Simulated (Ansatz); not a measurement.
All numbers below come from DFT PBE, scalar-relativistic, plane waves, PAW in Ansatz 0.2.0. Cutoff 420 eV, Γ-centred meshes of about 0.25 Å⁻¹ or finer for metals and 0.3 Å⁻¹ for insulators (2π included), Gaussian smearing. Collinear spin where magnetic atoms keep a moment.

Temperature and zero-point effects are left out.

Two forms of V₂GeO₂ were relaxed alike.

A. (ferromagnetic moments up to 0.7 μB)

Space group P-3m1 (No. 164). a = 2.894 Å, b = 2.894 Å, c = 9.911 Å, α = 90.00°, β = 90.00°, γ = 120.00°
| atom | site | symmetry | x | y | z |
| --- | --- | --- | --- | --- | --- |
| V | 2d | 3m. | 0.3333 | 0.6667 | 0.7803 |
| Ge | 1a | -3m. | 0.0000 | 0.0000 | 0.0000 |
| O | 2c | 3m. | 0.0000 | 0.0000 | 0.6877 |

B. (ferromagnetic moments up to 1.3 μB)

Space group P-3m1 (No. 164). a = 3.068 Å, b = 3.068 Å, c = 8.693 Å, α = 90.00°, β = 90.00°, γ = 120.00°
```json
{"atom": "V", "site": "2d", "symmetry": "3m.", "x": "0.3333", "y": "0.6667", "z": "0.2394"}
{"atom": "Ge", "site": "1a", "symmetry": "-3m.", "x": "0.0000", "y": "0.0000", "z": "0.0000"}
{"atom": "O", "site": "2d", "symmetry": "3m.", "x": "0.6667", "y": "0.3333", "z": "0.3220"}
```

Question: Which is lower in energy, and by how much?

Answer: B is lower, by 104 meV/atom. A has space group P-3m1 (No. 164), 14.4 Å³/atom and no gap on its mesh; B has space group P-3m1 (No. 164), 14.2 Å³/atom and no gap. The shortest distance is 1.91 Å (V–O) in A and 1.91 Å (V–O) in B. In A, V has 3 O at 1.91 Å and 3 Ge at 2.75 Å; around Ge lie 6 V at 2.75 Å, 6 Ge at 2.89 Å and 2 O at 3.10 Å; O is surrounded by 3 V at 1.91 Å, 6 O at 2.89 Å and 1 Ge at 3.10 Å. In B, V is surrounded by 3 O at 1.91 Å and 3 Ge at 2.73 Å; Ge is surrounded by 6 V at 2.73 Å and 6 Ge at 3.07 Å; around O lie 3 V at 1.91 Å. Both come from trial cells of a structure search.

No dispersion correction is applied, so the spacing and binding between layers, chains or molecules are poorly described (P-3m1 at 14.4 Å³/atom, P-3m1 at 14.2 Å³/atom), and this can change margins and order among such cells. No Hubbard U is applied to the 3d shell of V. Another magnetic order may lie lower. Cells relaxed within their symmetry can be saddle points.
